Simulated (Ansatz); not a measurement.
WC: moving W off its site

WC, Fm-3m, a = 4.385 Å (as given, not relaxed at this level: -5.2 GPa). This isn't the usual stable structure of the compound. Ansatz: r2SCAN, PAW, 500 eV, Γ-centred 18×18×18 mesh on 2 atoms, Gaussian smearing 0.15 eV; no spin polarisation.

```yaml
crystal:
  lattice:
    - [0.00000, 2.19268, 2.19268]
    - [2.19268, 0.00000, 2.19268]
    - [2.19268, 2.19268, 0.00000]
  atoms:
    - { symbol: W, position: [0.00000, 0.00000, 0.00000] }
    - { symbol: C, position: [0.50000, 0.50000, 0.50000] }
```

Atom 1 (W) moves by x along the unit vector (0.000, 0.000, -1.000), with its periodic images; all else is held. y is the free energy of the cell over the start, F the force along the path summed over the moved atoms. Symmetry makes y even in x.

| x (Å) | y (meV) | F (eV/Å) |
| --- | --- | --- |
| -0.1000 | 28.22 | 0.60 |
| -0.0500 | 6.57 | 0.27 |
| 0.0000 | 0.00 | 0.00 |
| 0.0125 | 0.40 | -0.06 |
| 0.0250 | 1.61 | -0.13 |
| 0.0375 | 3.65 | -0.20 |
| 0.0625 | 10.43 | -0.35 |
| 0.0750 | 15.30 | -0.43 |
| 0.0875 | ? | ? |

Question: Fit y = c2 x² + c4 x⁴ to the energies of the other rows, give the force constant, and predict energy and force of the missing row.

Answer: Least squares on the rows shown. y = 2574.4 x² + 24839 x⁴. The force constant is 2 c2 = 5.15 eV/Å², for the cell as given, at -5.2 GPa (for all images moving together, not for a lone atom). With two atoms in a cubic cell this is the optical mode at Γ (in a metal it hangs on mesh and smearing): ω = 521.5 √(2 c2/μ) = 352 cm⁻¹ for μ = 11.27 u. The force −dy/dx at the missing row is -0.52 eV/Å (computed -0.52). At x = 0.0875 the fit asked for gives 21.17 meV. The run gave 21.22 meV, so the fit is 0.05 meV too low, a small miss on the scale of the series.

Spin–orbit coupling is left out, which can shift energies with elements as heavy as these.